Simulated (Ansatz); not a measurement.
Relaxed-ion elastic tensor of Ta$_{2}$InC in space group P6_3/mmc (No. 194; Ta on 4f, In on 2d, C on 2a) in GPa (Voigt order), the program Ansatz at the PBEsol level (PAW); density 13.28 g/cm³, 15.28 Å³ per atom.

```tsv
	1	2	3	4	5	6
1	330	97.6	135	0.0	0.0	0.0
2	97.6	330	135	0.0	0.0	0.0
3	135	135	311	0.0	0.0	0.0
4	0.0	0.0	0.0	122	0.0	0.0
5	0.0	0.0	0.0	0.0	122	0.0
6	0.0	0.0	0.0	0.0	0.0	116
```

Task: Is the crystal mechanically stable?

Result: Yes: the smallest eigenvalue of C is 116 GPa.

Task: Work out the Voigt, Reuss and Hill averages.

Result: K_V = 190, K_R = 189, K_H = 189; G_V = 112, G_R = 110, G_H = 111 GPa.

Task: Give Young's modulus, Poisson's ratio, Pugh's ratio and the universal anisotropy index.

Result: E = 9KG/(3K + G) = 279 GPa; ν = 0.25; K/G = 1.71 (near the Pugh limit of 1.75, no verdict); A_U = 5G_V/G_R + K_V/K_R − 6 = 0.10.

Task: Estimate the sound speeds and the Debye temperature.

Result: v_l = √((K + 4G/3)/ρ) = 5040 m/s, v_t = √(G/ρ) = 2890 m/s, mean 3210 m/s; Θ = (h/k)(3n/4πV)^(1/3) v_m = 385 K.

Task: How much does each axis shrink under pressure?

Result: Linear compressibilities β_i = Σ_j S_ij (j = 1 to 3): x 1.8, y 1.8, z 1.6 per TPa.

The first step of the workflow began from a Materials Project structure, measured or hypothetical; the Crystallography Open Database copy checked does not list it. Whether it is the stable phase at ambient conditions was not checked. Symmetry was held in the PBEsol relaxation; its stability against distortions is not shown here. The run is not spin-polarised. As this level gives no gap, shear constants depend on the k-mesh and smearing (Fermi–Dirac, 0.1 eV here). Spin–orbit coupling is left out wherever it is not named.

Potentials: the later of the program's two PAW sets.
